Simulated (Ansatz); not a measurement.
Data:

YRh:
```
CELL_PARAMETERS angstrom
      3.38347     0.00000     0.00000
      0.00000     3.38347     0.00000
      0.00000     0.00000     3.38347
ATOMIC_POSITIONS crystal
  Y  0.50000 0.50000 0.50000
  Rh 0.00000 0.00000 0.00000
```

This is the PBEsol-relaxed structure.

Question: All from PBEsol (plane waves, PAW; program Ansatz), unless another level is named. Predict the formation energy from the elements (no fitted shifts).

Answer: -0.80 eV/atom.

Question: Next, the density of states at the Fermi level?

Answer: 0.43 states/eV per atom (mean over ±0.08 eV).

Question: Give the gap with spin–orbit coupling.

Answer: none (metallic).

Space group Pm-3m (CsCl type). The workflow started from a Materials Project entry (that database holds measured and hypothetical structures alike); the Crystallography Open Database files this formula in space group No. 221, but the cells were not matched. Its standing as an ambient phase is unchecked. The cell was relaxed with PBEsol under the symmetry of its start; of distortions, only those at the zone centre were tested. No spin polarisation was allowed. The references are the lowest solids computed at this level, not always the standard phases. Spin–orbit coupling is left out wherever it is not named.

Potentials: the later of the program's two PAW sets.
